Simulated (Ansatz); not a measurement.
**Time and memory for HfCrAgS4**

```yaml
crystal:
  lattice:
    - [6.100424646, 0.0, 0.0]
    - [0.0, 3.610613, 0.0]
    - [-0.2677828663, 0.0, 12.928621009]
  atoms:
    - { symbol: Hf, position: [0.512642, 0.5, 0.746751] }
    - { symbol: Hf, position: [0.487358, 0.5, 0.253249] }
    - { symbol: Cr, position: [0.01421, 0.0, 0.245229], spin: 3.0 }
    - { symbol: Cr, position: [0.98579, 0.0, 0.754771], spin: 3.0 }
    - { symbol: Ag, position: [0.5, 0.5, 0.0] }
    - { symbol: Ag, position: [0.0, 0.0, 0.5] }
    - { symbol: S, position: [0.153017, 0.5, 0.138234] }
    - { symbol: S, position: [0.846983, 0.5, 0.861766] }
    - { symbol: S, position: [0.665949, 0.0, 0.633349] }
    - { symbol: S, position: [0.334051, 0.0, 0.366651] }
    - { symbol: S, position: [0.675038, 0.0, 0.142481] }
    - { symbol: S, position: [0.324962, 0.0, 0.857519] }
    - { symbol: S, position: [0.140928, 0.5, 0.649969] }
    - { symbol: S, position: [0.859072, 0.5, 0.350031] }
magnetization:
  spin_polarized: true
kpoints:
  mp_grid: { grid: [5, 8, 3] }
scf:
  occupations: { method: fermi_dirac, width: 0.02 }
hamiltonian:
  xc: r2scan
  pseudopotentials: { kind: paw }
output:
  forces: true
  stress: true
  populations: true
  efg:
    quadrupole_moments_barn: { Hf: 3.365, Cr: -0.15, S: -0.0694 }
    contact_densities: true
  write_density: true
  write_potential: true
  elf: true
  volumetric_format: npy
```

```sh
ansatz run input.yaml --threads 1 --pin off --max-ram 3072MiB --backend cpu --events-out ev --progress --plain --runs-dir out
```

It runs on 1 thread of Arm Neoverse V2 (aarch64; 32 cores open to the job, memory cap 3.0 GiB, no GPU), a shared host with a load of 0.9 a core.

Task: Estimate the wall time and the peak memory.

Result: About 13 min of wall time (13 min of CPU time) and 2.3 GiB. The run holds 166 valence electrons in 104 bands, about 7223 plane waves a k-point and 40 irreducible k-points, and took 17 SCF iterations. Times on a shared host vary by tens of per cent.
